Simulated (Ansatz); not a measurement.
One crystal and one scan (scan of one atom of the cell) at two levels, PBE (plane waves to 420 eV, PAW, scalar-relativistic; Ansatz, an electronic-structure program) and r2SCAN (plane waves to 500 eV, PAW, scalar-relativistic; Ansatz), each from its own relaxed cell and on its own mesh.

The crystal is Gd (hcp, Mg type); one Gd atom of a 2-atom cell moves by s along Cartesian [110], with its periodic images.

Energies are smeared free energies. Gd was relaxed with its symmetry unable to fall. Relaxed Gd ends ferromagnetic. Other magnetic orders were not checked, so this need not be the ground state. The f-shell state is unchecked: a lower one may exist. (PBE) Relaxed Gd ends ferromagnetic. (r2SCAN) Relaxed Gd ends ferromagnetic. With partly filled bands, energies and forces of such displacements shift with the k mesh and the smearing.

```csv
quantity,run 1,run 2
Lattice constant a (Å),3.639,3.648
Lattice constant c (Å),5.909,5.835
Relaxed volume (Å³/atom),33.89,33.63
Magnetic moment of the relaxed cell (μB/cell),15.86,15.33
Force constant k = d²E/ds² at s = 0 (finite differences) (eV/Å²),1.16,1.03
```

### Question
Which run is which level?

### Answer
Run 2 is PBE, run 1 is r2SCAN. PBE gives the higher value for: lattice constant a. PBE gives the lower value for: lattice constant c; relaxed volume; magnetic moment of the relaxed cell; force constant k = d²E/ds² at s = 0. Both give the same shape of the curve: a single well with its minimum at or next to zero displacement.

(A displaced cell: forces are minus the slopes of the energy, force constants its curvatures, and phonons follow from these.)
